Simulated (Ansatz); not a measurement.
Te₂Mo:
Space group P6₃/mmc (No. 194); a = b = 3.546 Å, c = 14.258 Å, α = β = 90.00°, γ = 120.00°

```json
[
 {"atom": "Te", "site": "4f", "symmetry": "3m.", "x": "0.6667", "y": "0.3333", "z": "0.1243"},
 {"atom": "Mo", "site": "2c", "symmetry": "-6m2", "x": "0.3333", "y": "0.6667", "z": "0.2500"}
]
```

Relaxed at zero pressure with plane-wave PAW r²SCAN+D4 (Ansatz code).

Problem. The volume is raised by 6 % and shape and atoms relax at that volume. What pressure results, and how do the axes share the change?

Solution. -1.2 GPa; a 0.6 %, b 0.6 %, c 4.7 %; the energy rises by 7 meV/atom.

Problem. Give the new structure.

Solution. 
Space group P6₃/mmc (No. 194); a = 3.568 Å, b = 3.568 Å, c = 14.933 Å, α = 90.00°, β = 90.00°, γ = 120.00°

| atom | site | symmetry | x | y | z |
|---|---|---|---|---|---|
| Te | 4f | 3m. | 0.6667 | 0.3333 | 0.1302 |
| Mo | 2c | -6m2 | 0.3333 | 0.6667 | 0.2500 |

The phase is kept; no other phase was compared at this pressure.

Space group P6_3/mmc. Symmetry was held in the r²SCAN+D4 relaxation. No spin polarisation was allowed. Spin–orbit coupling is left out wherever it is not named.

Potentials: the earlier of the program's two PAW sets.
